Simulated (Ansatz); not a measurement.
TePb:
```cif
data_Pb4Te4
_chemical_formula_sum 'Te4 Pb4'
_space_group_name_H-M_alt 'Fm-3m'
_space_group_IT_number 225
_space_group_name_Hall '-F 4 2 3'
_cell_length_a 6.53574
_cell_length_b 6.53574
_cell_length_c 6.53574
_cell_angle_alpha 90.000
_cell_angle_beta 90.000
_cell_angle_gamma 90.000
loop_
_atom_site_label
_atom_site_type_symbol
_atom_site_symmetry_multiplicity
_atom_site_Wyckoff_symbol
_atom_site_fract_x
_atom_site_fract_y
_atom_site_fract_z
_atom_site_occupancy
Te1 Te 4 a 0.00000 0.00000 0.00000 1
Pb1 Pb 4 b 0.50000 0.50000 0.50000 1
```
(The calculation used a cell of 2 atoms; values per cell refer to that cell.)

Relaxed with r²SCAN.

### Question
Decompose the optical modes at the zone centre into irreducible representations, and say which are infrared and Raman allowed.

### Answer
Point group m-3m: Γ_opt = T1u. Infrared: T1u. Raman: none.

### Question
Assign frequencies (DFPT, r²SCAN in the plane-wave PAW code Ansatz; without the LO–TO term).

### Answer
T1u 13 cm⁻¹.

Symmetry was held in the r²SCAN relaxation. Scalar-relativistic: spin–orbit coupling is off unless named, which matters more the heavier the elements.

Potentials: the earlier of the program's two PAW sets.
